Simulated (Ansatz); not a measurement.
GeTe$_{4}$Pb$_{3}$: from a migration barrier to a jump rate

Method: DFT PBEsol, scalar-relativistic, plane waves, PAW in Ansatz 0.2.0. The runs took a 420 eV cutoff, a Γ-centred 4×4×2 mesh and Gaussian smearing (0.05 eV). Spin–orbit coupling is left out, which can shift energies with elements as heavy as these. No spin polarisation.

In a supercell of 16 sites an atom of Pb jumps into a neighbouring Pb vacancy, a = 4.48 Å from site to site in the perfect crystal, in a neutral cell. The half-way point, relaxed in its symmetry, lies 0.054 eV above the relaxed vacancy. Take it as the barrier; the order of the saddle wasn't checked, and the cell is small.

Q: With an assumed attempt frequency of 10¹³ s⁻¹, how often does the jump happen, and how fast does the vacancy diffuse?

A: Transition-state theory gives Γ = ν exp(−E/k_BT), and one such jump direction contributes Γa²/6 to the vacancy's diffusion coefficient averaged over directions:

| T (K) | E/k_BT | Γ (1/s) | Γa²/6 (cm²/s) |
| --- | --- | --- | --- |
| 300 | 2.1 | 1.2 × 10^12 | 4.1 × 10^-4 |
| 600 | 1.0 | 3.5 × 10^12 | 1.2 × 10^-3 |
| 1000 | 0.6 | 5.3 × 10^12 | 1.8 × 10^-3 |
| 1500 | 0.4 | 6.6 × 10^12 | 2.2 × 10^-3 |

The rate reaches one jump a second at T = E/(k_B ln 10¹³) = 21 K. The number of equivalent jumps multiplies D if they link up through the crystal; a hop between two sites alone gives no long-range diffusion, which then waits on a higher barrier. In either case the atoms' own diffusion carries the vacancy concentration and a correlation factor besides. Rows above the melting point are formal, and so are rows where E/k_BT falls under about 3, since the theory needs rare jumps.

Q: How much does an error of 0.1 eV in the barrier matter?

A: It multiplies the rate by exp(0.1 eV/k_BT): 48 at 300 K and 3.2 at 1000 K, more than the usual doubt about ν at low temperature.